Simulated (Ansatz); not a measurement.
This run works on a generated trial structure, not on a known crystal.

Input and command of a plane-wave DFT calculation in Ansatz:

```yaml
crystal:
  lattice:
    - [2.8993151925, -2.8994723423, 0.0]
    - [2.8993151925, 2.8994723423, 0.0]
    - [-2.7718350931, 0.0, 9.5221926561]
  atoms:
    - { symbol: Ta, position: [0.5596474541, 0.0598535526, 0.9484737324] }
    - { symbol: Ta, position: [0.0598535526, 0.5596474541, 0.9484737324] }
    - { symbol: Si, position: [0.6410076346, 0.6410076346, 0.1183010618] }
    - { symbol: I, position: [0.4430177284, 0.4430177284, 0.7069924523] }
    - { symbol: I, position: [0.7679340805, 0.7679340805, 0.380298457] }
    - { symbol: O, position: [0.0351200429, 0.0351200429, 0.89761372] }
basis:
  ecutwfc: 420
kpoints:
  mp_grid: { grid: [10, 10, 4] }
hamiltonian:
  xc: pbe
scf:
  occupations: { method: gaussian, width: 0.01 }
output:
  forces: true
  stress: true
  eigenvalues: true
relax:
  adjacent_minimum: "off"
  f_tol: 0.01
  max_steps: 80
  cell: { stress_tol: 0.05 }
```

```bash
ansatz run input.yaml --threads 1 --pin off --max-ram 2560MiB --backend cpu --events-out ev --progress --plain --runs-dir out
```

Processor: Intel(R) Xeon(R) Processor @ 2.70GHz, 1 thread, on a host shared with other jobs.

Problem. How long does it run, and how much memory does it take?

Solution. About 7.1 min, peak memory 0.84 GiB. It solves 42 bands at 117 k points (after reduction by symmetry) with about 3139 plane waves (on the last cell), in 35 SCF iterations over 5 ionic steps.
